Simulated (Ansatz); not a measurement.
## One run on Eu (Cmcm): collinear moments without spin–orbit coupling

Method: DFT, LDA, PAW with Ansatz's default frozen-core files, scalar-relativistic in Ansatz 0.2.0.

Command: `ansatz run input.yaml --threads 2 --pin off --max-ram 4096MiB --backend cpu --events-out ev --progress --plain --runs-dir out`

```yaml
crystal:
  lattice:
    - [1.99706651, -3.47970938, 0.0]
    - [1.99706651, 3.47970938, 0.0]
    - [0.0, 0.0, 6.34072505]
  atoms:
    - { symbol: Eu, position: [0.83686714, 0.16313286, 0.75], spin: 7.0 }
    - { symbol: Eu, position: [0.16313286, 0.83686714, 0.25], spin: 7.0 }
magnetization:
  spin_polarized: true
kpoints:
  mp_grid: { grid: [9, 9, 5] }
scf:
  occupations: { method: fermi_dirac, width: 0.025 }
hamiltonian:
  xc: lda
  pseudopotentials: { kind: paw }
output:
  forces: true
  stress: true
  eigenvalues: true
  write_density: true
  write_potential: true
  elf: true
  volumetric_format: npy
```

The program prints:

```
band count auto-derived: 30 (N_el = 34.0; filled up to band 17; 29 by the electrons, moments and atoms)
Engine: ansatz 0.2.0
Pseudopotentials: kind: paw
Pseudopotential: Eu, paw, valence charge 17, recommended cutoff 420 eV (normal), Eu.paw.azcp
Functional definition: SPW92
  exchange = slater_x
  correlation = pw_c
Crystal: 2 atoms, lattice volume = 88.126 Å³
Basis set: ecut = 420 eV, 1741 PW (Γ)
Bands: 30, of which v1, the nominal top of the filled ones, is band 17 counted from 1 (16 counted from 0)
Symmetry: 8 space group operations
Space group: Cmcm (ITA 63), of the structure as read, at distance tolerance 4.5e-5 Å
Magnetic group: BNS 63.457 (UNI 555), of the structure as read, at distance tolerance 4.5e-5 Å
k-points: 75 of 405
Non-local potential: Eu, projectors of the file, l = 0: 3, l = 1: 2, l = 2: 2, l = 3: 3
PAW form: soft (Blöchl's): semilocal exchange-correlation on the pseudo side does not see the compensation charge
PAW frozen core: Eu, regenerated for the run's functional, and the local potential with it (the file was generated under x = pbe(κ = 0.804, μ = 0.2195149727645171), c = pbe(β = 0.06672455060314922))
PAW one-centre angular grid: Eu, 590 points (default); XC on 64 Gauss nodes
Initial density: superposition of atomic densities (chi_scale 0.1, normalization cell)
Starting moments: Σ|m| = 14 μB on 2 of 2 sites
Initial wavefunctions: pseudopotential atomic-orbital guess
Functional: x = slater, c = lda
iter 1 solved again at ethr=2.20e-3 eV; its pass at ethr=3.10e-3 eV (dr2=7.49e-1 eV) is discarded
SCF iter   1: F=—  HF=-17129.443259 eV  |F-HF|=—  |Δ(HF+E_count)|=         —  Δρ=4.82e-2 (↑4.82e-2 ↓1.79e-2)  dr2=7.61e-1  dr2_m=8.27e-1  M=14.515 μB ∫|m|=14.515 μB  β_m=0.30  ethr=2.20e-3  ⟨swp⟩=1.0  Hψ=20731  notcnv=0
Mixer restart at iter 1: flushing history
[...]
SCF iter   8: F=—  HF=-17131.098959 eV  |F-HF|=—  |Δ(HF+E_count)|=   8.11e-6  Δρ=3.63e-5 (↑3.63e-5 ↓2.60e-5)  dr2=2.75e-6  dr2_m=3.83e-7  M=14.993 μB ∫|m|=14.993 μB  β_m=0.99  ethr=4.80e-7  ⟨swp⟩=2.3  Hψ=8146  notcnv=0  defer=131
SCF iter   9: F=—  HF=-17131.098961 eV  |F-HF|=—  |Δ(HF+E_count)|=   2.26e-6  Δρ=1.00e-5 (↑1.00e-5 ↓6.98e-6)  dr2=3.07e-7  dr2_m=2.28e-8  M=14.994 μB ∫|m|=14.994 μB  β_m=1.00  ethr=8.08e-9  ⟨swp⟩=2.0  Hψ=6990  notcnv=0  defer=131
[...]
  E_kinetic    = 699.549797
  E_local      = -4408.592080  (includes V_loc(G=0)·N_el)
  E_nonlocal   = 961.741253
  E_hartree    = 1743.235662
  E_xc         = -348.188337
  E_vxc        = -400.831647  (∫ρ·V_xc dr)
  E_paw        = -12378.737698  (= ΣΔE_a)
  E_vpaw       = -456.137300  (= ΣTr[D̂ρ^β])
  E_aug_tail   = -0.000000  (compensation charges beyond the density's cutoff)
  E_ewald      = -3402.371105
  E_core_change = 2.269777  (= ΣΔE_core)
  E_smearing   = -0.006230  (= −TS)
  E_closure    = 0.000000  (closes the sum)
  Σ components = -17131.098961   (vs F -17131.098961, Δ=0.00e0)
--- Forces (eV/Å), atoms counted from 1 ---
  atom   1  Eu     0.00000000     0.02186471     0.00000000
  atom   2  Eu     0.00000000    -0.02186471     0.00000000
  max |Σ_I F_I| component: 6.94e-18 eV/Å
--- Stress (GPa, compression-positive) ---
       -3.159373       0.000000       0.000000
        0.000000      -3.132448       0.000000
        0.000000       0.000000      -2.875608
  P = ⅓ Tr σ = -3.0558 GPa (-30.558 kbar)
--- Band table (eV; the first three rows and the last of 150) ---
  k-point 0 ↑: bands = ["-33.2067", "-33.1763", "-12.2060", "-11.8721", "-11.8624", "-11.8051", "-11.8043", "-11.7888", "4.0240", "6.6080", "7.7880", "7.7973", "7.8329", "7.8683", "7.8704", "7.8710", "7.8727", "7.8796", "7.8996", "7.9029", "7.9444", "7.9489", "7.9828", "7.9889", "9.0783", "9.9609", "10.0629", "10.2154", "10.5447", "10.5457"]
  k-point 1 ↑: bands = ["-33.2038", "-33.1792", "-12.1681", "-11.8657", "-11.8569", "-11.8305", "-11.8108", "-11.8106", "4.2434", "6.3723", "7.7736", "7.7873", "7.8164", "7.8482", "7.8527", "7.8769", "7.8776", "7.8795", "7.9051", "7.9128", "7.9664", "7.9691", "7.9834", "7.9884", "9.0090", "9.8634", "9.9464", "10.0158", "10.3671", "10.3695"]
  k-point 2 ↑: bands = ["-33.1962", "-33.1868", "-12.0669", "-11.9382", "-11.8487", "-11.8427", "-11.8278", "-11.8250", "4.8513", "5.6770", "7.7518", "7.7578", "7.8411", "7.8450", "7.8450", "7.8527", "7.8533", "7.8685", "7.9466", "7.9533", "7.9746", "7.9770", "7.9850", "7.9869", "9.1379", "9.5571", "9.8449", "9.8933", "10.0454", "10.0636"]
  k-point 74 ↓: bands = ["-30.1866", "-30.1827", "-9.9188", "-9.8885", "-9.5939", "-9.5884", "-9.5502", "-9.5478", "7.5433", "7.8432", "9.2885", "9.4587", "10.3205", "10.3799", "11.4639", "11.9253", "12.0416", "12.1674", "12.2762", "12.3078", "12.4172", "12.4364", "12.4776", "12.4834", "12.4866", "12.5117", "12.5426", "12.5663", "12.7073", "13.0748"]
```

Site moments (μB): Eu1 7.17, Eu2 7.17. Cell moment 14.99 μB.

The magnetic group in the log treats spin as a scalar label, without spin–orbit coupling.

The PAW files were made with PBE; the program remakes their cores once for the run's functional and then keeps them frozen. Without U a semilocal functional puts the f levels too near the Fermi level, which can change moments and the order of magnetic states; site and cell moments are spin moments. With open f shells a run can end in a state that isn't the lowest. The magnetic state is the one that this cell and start allow. It needn't be the compound's measured order, which may need a larger cell or be absent.

It took 21 s on 2 threads of Arm Neoverse V1, on a shared host, peak memory 0.56 GiB.
